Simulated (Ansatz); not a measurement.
CdF2:
```
CdF2
1.0
    0.00000     2.69423     2.69423
    2.69423     0.00000     2.69423
    2.69423     2.69423     0.00000
Cd F
1 2
Direct
  0.00000   0.00000   0.00000
  0.25000   0.25000   0.25000
  0.75000   0.75000   0.75000
```

Relaxed with r²SCAN.

Map the electron localisation function on the plane through (0.000, 0.000, 0.000) spanned by u = [1, 0, 0] and v = [-1, 1, 1] in lattice vectors, from r²SCAN in the plane-wave PAW code Ansatz.

x is the fraction of u, y of v (the angle between them is 90°; rows are the nearest grid lines); atoms in the plane: Cd at (0.00, 0.00), F at (0.50, 0.25), F at (0.50, 0.75).
```
|@@#+=:        :=+#@@|
|@%*+-.   ..   .-+*%@|
|#*+=-. .-==-. .-=+*#|
|==-. .=%%%%%%=. .-==|
|::.  :#%%%%%%#:  .::|
|..  .+%%#++#%%+.  ..|
|    :*%%#++#%%*:    |
|    :*%%%##%%%*:    |
|    :+#%%%%%%#+:    |
|     .-+****+-.     |
|      ..::::..      |
|                    |
|                    |
|      ..::::..      |
|     .-+****+-.     |
|    :+#%%%%%%#+:    |
|    :*%%%##%%%*:    |
|    :*%%#++#%%*:    |
|..  .+%%#++#%%+.  ..|
|::.  :#%%%%%%#:  .::|
|==-. .=%%%%%%=. .-==|
|#*+=-. .-==-. .-=+*#|
|@%*+-.   ..   .-+*%@|
|@@#+=:        :=+#@@|
```
Scale: ten equal steps from 0.002 (start of ' ') to 0.919 (end of '@'), in the order ' .:-=+*#%@'; x runs from 0.000 to 1.00, y from 0.000 (bottom) to 1.00 (top).

The density is the valence pseudo-density with augmentation charge, so density and ELF within about 1 Å of a nucleus are not all-electron values.

Space group Fm-3m (fluorite). The r²SCAN relaxation kept the symmetry of its start; phonons on a q-mesh show no instability.

Potentials: the later of the program's two PAW sets.
